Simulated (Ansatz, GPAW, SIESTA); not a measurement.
Ge3Pd: programs and potentials compared

```
Pd Ge
1.0
     4.14202    0.00000    0.00000
     0.00000    4.14202    0.00000
     0.00000    0.00000    4.14202
Pd Ge
1 3
Direct
  0.00000 0.00000 0.00000
  0.50000 0.50000 0.00000
  0.50000 0.00000 0.50000
  0.00000 0.50000 0.50000
```

The cell comes from a database or a generator and needn't be the stable form of this composition.

Alike in all runs: task equation of state; functional PBEsol; k mesh 7 × 7 × 7; occupations fermi-dirac, width 0.05 eV; no spin polarisation; no spin-orbit coupling.

```
                                                                                      program and potentials  plane-wave cutoff (eV)         notes  equilibrium volume (Å³/atom)  bulk modulus (GPa)
SIESTA, files PseudoDojo sr-pbesol-0.4.1-standard, DZP (energy shift 0.003 Ry; two zetas on semicore shells)                       -  atomic basis                         17.09                92.4
                                                              Ansatz, all-electron LAPW, scalar-relativistic                       -             -                         16.86               102.8
                                                           GPAW, PAW data sets generated for this functional                     600             -                         16.86               103.9
```

The equilibrium volume spans 16.86 (GPAW, PAW data sets generated for this functional) to 17.09 Å³/atom (SIESTA, files PseudoDojo sr-pbesol-0.4.1-standard, DZP (energy shift 0.003 Ry; two zetas on semicore shells)), with all-electron results at 16.86. The bulk modulus spans 92.4 (SIESTA, files PseudoDojo sr-pbesol-0.4.1-standard, DZP (energy shift 0.003 Ry; two zetas on semicore shells)) to 103.9 GPa (GPAW, PAW data sets generated for this functional), with all-electron results at 102.8. Rows in atomic bases carry the error of their basis and grid, which can be large.

The functional is the same throughout but for its coding, so the spread measures potentials, basis and numerics; runs on potential files found faulty are left out.
